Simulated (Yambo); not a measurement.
A BSE run in Yambo for RbCdF3 (cubic perovskite, space group Pm-3m, No. 221) (LDA bands; 8×8×8 mesh, 9 valence and 3 conduction bands, static screening with 57 bands and a 3 Ry block, scissor 3.60 eV, Tamm-Dancoff; field along x) gives:

```csv
state,energy (eV),states within 2 meV,relative strength,class
1,7.11,3,1.00,strong
2,7.19,3,< 0.01,dark
3,7.70,3,0.13,strong
4,7.77,3,< 0.01,dark
5,7.82,3,< 0.01,dark
```

Q: What changes when the window shrinks to 9 valence and 1 conduction bands?

A: The lowest state goes from 7.106 eV to 7.149 eV, and its distance below the direct gap from 0.953 eV to 0.910 eV. These are vertical excitations (zero momentum); the indirect quasiparticle gap, about 6.36 eV, is smaller than the direct one (8.06 eV on the GW mesh). The scissor comes from a G0W0 run whose convergence isn't established.

Spin-orbit coupling is not included.

Geometry of the Materials Project entry, not relaxed at this level; primitive cell a = b = c = 4.4250 Å, α = β = γ = 90.00°.

The structure is a Materials Project entry; no match was found in the copy of COD used, and its stability was not checked.
